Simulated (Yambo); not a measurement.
G0W0@LDA for SiC (zinc blende, space group F-43m, No. 216) in Yambo. Reference settings: 6×6×6 Γ-centred k mesh, 76 bands and a 14 Ry block in the screening, 76 bands in G with the Bruneval-Gonze terminator, plasmon pole fitted at 27.2 eV. The LDA gap Γ → X on this mesh is 1.31 eV; G0W0 gaps are taken between the same points.

With and without the terminator, as bands are cut:

| bands in G (in W) | gap, terminator (eV) | gap, none (eV) | valence shift, terminator (eV) | valence shift, none (eV) |
|---|---|---|---|---|
| 14 (14) | 2.257 | 2.028 | -0.256 | 0.282 |
| 23 (23) | 2.228 | 2.054 | -0.430 | -0.073 |
| 38 (38) | 2.232 | 2.108 | -0.572 | -0.343 |
| 58 (58) | 2.251 | 2.170 | -0.663 | -0.519 |
| 76 (76) | 2.256 | 2.204 | -0.693 | -0.601 |

Over this range the gap spans 0.029 eV with the terminator and 0.176 eV without, the valence shift 0.437 eV and 0.883 eV. Neither column has reached its limit for certain.

Geometry relaxed with LDA; primitive cell a = 3.0586 Å, b = 3.0586 Å, c = 3.0586 Å, α = 60.00°, β = 60.00°, γ = 60.00°.

A shift is the quasiparticle energy of the state minus its LDA energy.
